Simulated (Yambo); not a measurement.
BSE-type run in Yambo on AlP (wurtzite, space group P6_3mc, No. 186) under isotropic strain of -3 % on all lattice vectors, at zero momentum.

Quantum ESPRESSO step (PBEsol, PseudoDojo standard norm-conserving files, scalar-relativistic):
```
&CONTROL
  calculation = 'nscf'
  pseudo_dir = './pseudo'
  outdir = './out'
/
&SYSTEM
  ibrav = 0
  nat = 4
  ntyp = 2
  ecutwfc = 44.0
  ecutrho = 176.0
  occupations = 'fixed'
  force_symmorphic = .true.
  nbnd = 42
/
&ELECTRONS
  conv_thr = 4e-09
  diago_full_acc = .true.
  diago_thr_init = 1e-08
/
ATOMIC_SPECIES
Al 26.9815 Al.upf
P 30.9738 P.upf
CELL_PARAMETERS angstrom
  3.745383860744   0.000000000000   0.000000000000
 -1.872691930372   3.243597570329   0.000000000000
  0.000000000000   0.000000000000   6.145003684749
ATOMIC_POSITIONS crystal
Al   0.333333506538   0.666667013077   0.000046200159
Al   0.666666839872   0.333333679744   0.500046200159
P   0.333333506538   0.666667013077   0.374953845554
P   0.666666839872   0.333333679744   0.874953845554
K_POINTS automatic
9 9 4 0 0 0
```

Yambo input:
```
rim_cut
optics
bse
bss
dipoles
em1s
RandQpts= 1000000
RandGvec= 1 Ry
FFTGvecs= 40 Ry
Chimod= "HARTREE"
BSKmod= "SEX"
BSEmod= "resonant"
BSSmod= "hs"
BSENGexx= 15 Ry
BSENGBlk= 4 Ry
% KfnQP_E
 1.036 | 1.0 | 1.0 |
%
% BSEQptR
 1 | 1 |
%
% BSEBands
 4 | 13 |
%
% BEnRange
 0.0 | 8.6 | eV
%
% BDmRange
 0.15 | 0.15 | eV
%
BEnSteps= 172
% BLongDir
 1.0 | 0.0 | 0.0 |
%
BSHayTrs= -0.02
BSSNEig= 24
WRbsWF
% BndsRnXs
 1 | 37 |
%
NGsBlkXs= 4 Ry
% LongDrXs
 1.0 | 1.0 | 1.0 |
%
```

From the report:

The dimension is k points × valence × conduction bands = 324 × 5 × 5 = 8100.
```
   [SLEPC] Approach                          : Krylov-Schur
   [SLEPC] Number of requested eigenvalues   :  24
   [SLEPC] Number of eigenvalues        [NEV]:  24
    [K] Dimension                                    :   8100
    [K] Bands                                        :   4  13
    [K] Exchange res                                 : yes
    [K] Correlation res                              : yes
    [K] W interaction is bare                        : no
    [K] RL vectors exchange                          :   537
    [K] RL vectors correlation                       :   73
    [W] Matrix size                                  :   73
    [W] Bands                                        :    1   37
    [W] Coulomb Cutoff                               : none
    [W] Hxc Kernel                                   : HARTREE
```

Geometry strained from the cell relaxed with PBEsol, atoms relaxed again.

This is not the ordinary phase of the substance; no match was found in the copy of COD used, and its stability was not checked.
